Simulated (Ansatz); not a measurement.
Input and command of a plane-wave DFT calculation in Ansatz:

```yaml
crystal:
  lattice:
    - [0.0, 3.7873325637, 3.7873325637]
    - [3.7873325637, 0.0, 3.7873325637]
    - [3.7873325637, 3.7873325637, 0.0]
  atoms:
    - { symbol: Hf, position: [0.625, 0.625, 0.625] }
    - { symbol: Hf, position: [0.125, 0.625, 0.625] }
    - { symbol: Hf, position: [0.625, 0.625, 0.125] }
    - { symbol: Hf, position: [0.625, 0.125, 0.625] }
    - { symbol: Mo, position: [0.0, 0.0, 0.0] }
    - { symbol: Mo, position: [0.25, 0.25, 0.25] }
basis:
  ecutwfc: 500
kpoints:
  mp_grid: { grid: [4, 4, 4] }
hamiltonian:
  xc: r2scan
scf:
  occupations: { method: gaussian, width: 0.1 }
  lower_state_search: "off"
output:
  forces: true
  stress: true
  eigenvalues: true
```

```bash
ansatz run input.yaml --threads 1 --pin off --max-ram 2560MiB --backend cpu --events-out ev --progress --plain --runs-dir out
```

Processor: Intel(R) Xeon(R) Platinum 8488C (Sapphire Rapids), 1 thread, on a host shared with other jobs.

Estimate time, memory and problem size.

About 12 s on 1 thread of Intel(R) Xeon(R) Platinum 8488C (Sapphire Rapids) (shared host), peak memory 0.73 GiB. It solves 80 bands at 8 k points (the mesh reduced by the symmetry that the task leaves, which can be less than the crystal's) with about 2733 plane waves, in 9 SCF iterations.
